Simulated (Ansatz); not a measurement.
IrPtN2:
```
CELL_PARAMETERS angstrom
      1.49259     0.86175     6.21524
     -1.49259     0.86175     6.21524
      0.00000    -1.72350     6.21524
ATOMIC_POSITIONS crystal
  Ir 0.50000 0.50000 0.50000
  Pt 0.00000 0.00000 0.00000
  N  0.89389 0.89389 0.89389
  N  0.10611 0.10611 0.10611
```

Relaxed with PBE. Special points in fractions of this cell's reciprocal vectors: Γ (0.000, 0.000, 0.000); T (0.500, 0.500, 0.500); H2 (0.821, 0.179, 0.500); H0 (0.500, -0.179, 0.179); L (0.500, 0.000, 0.000); S0 (0.340, -0.340, 0.000); S2 (0.660, 0.000, 0.340); F (0.500, 0.000, 0.500).

Task: List the band energies nearest the Fermi level at these points for the program Ansatz at the PBE level (PAW).

Result: In eV from the Fermi level; about four levels below and three above (degenerate sets whole), none deeper than 8.9 eV; points with the same levels are listed once.

| k | below | above |
|---|---|---|
| Γ | -1.65 -1.65 -1.39 -1.39 | 4.73 4.73 5.09 |
| T | -2.67 -2.67 -2.34 -2.34 -0.29 | 0.32 0.32 4.03 4.03 |
| H2 | -2.34 -1.47 -1.41 -0.59 | 0.19 1.65 3.99 |
| L | -0.75 -0.42 -0.26 -0.01 | 1.72 2.69 4.16 |
| S0 | -2.38 -1.42 -1.36 -0.69 | 0.27 1.63 3.95 |
| F | -2.02 -1.95 -0.75 -0.26 | 0.06 1.63 2.98 |

Space group R-3m. The start of the workflow was typed in or built on a structure type; neither database checked (COD, Materials Project) lists it. Whether it is the stable phase at ambient conditions was not checked. Symmetry was held in the PBE relaxation; whether a distortion lowers the energy is not shown. The workflow began spin-polarised and lost its moments. Its formation energy is positive at this level, so the cell may be metastable or incomplete. Spin–orbit coupling is left out wherever it is not named.

Potentials: the later of the program's two PAW sets.
